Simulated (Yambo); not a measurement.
Yambo run on a free-standing GeTe monolayer (symmetry P3m1, slab cell 14.4 Å high). The wavefunctions are PBE (stringent potentials; pw.x of Quantum ESPRESSO, ONCV potentials, no spin-orbit coupling) ones on a 6×6×1 mesh (23 occupied bands); a = b = 3.879 Å, c = 14.400 Å, α = β = 90.00°, γ = 120.00°.

Yambo input:

```
rim_cut
gw0
dyson
el_el_corr
HF_and_locXC
ppa
em1d
rim_w
RandQpts= 1000000
RandGvec= 2 Ry
CUTGeo= "slab z"
EXXRLvcs= 124 Ry
VXCRLvcs= 496 Ry
Chimod= "HARTREE"
% BndsRnXp
 9 | 206 |
%
NGsBlkXp= 8 Ry
% LongDrXp
 1.0 | 1.0 | 0.0 |
%
RandGvecW= 930 mRy
PPAPntXp= 27.2114 eV
% GbndRnge
 1 | 114 |
%
GTermKind= "BG"
DysSolver= "n"
ExtendOut
% QPkrange
 1 | 1 | 23 | 24 |
 3 | 3 | 24 | 24 |
%
```

k points by index: 1 = Γ, 3 = (0, 0.333).

Resulting energies as the program prints them:

```
#    K-point    Band    Eo [eV]    E [eV]    E-Eo [eV]    Vxc [eV]    Vnlxc [eV]    Sc|Eo [eV]    Sc|E [eV]    dSc/dw|Eo [eV]    Re(Z)    Im(Z)
#
    1    23    0.000000    -0.672519    -0.672519    -13.50843    -14.87391    0.465129    0.692962    -9.213656    0.747030    -0.004053
    1    24    2.122132    2.644535    0.522402    -11.52388    -7.737378    -3.096922    -3.264096    -8.700204    0.757709    -0.004237
    3    24    1.728834    2.101541    0.372707    -10.07294    -6.747881    -2.831985    -2.952348    -8.777573    0.756080    -0.004271
```
(The two width columns are left out.) Convergence of these settings isn't established.

Geometry relaxed with PBEsol.

This is a model layer cut from the bulk structure; whether it is stable on its own was not checked.
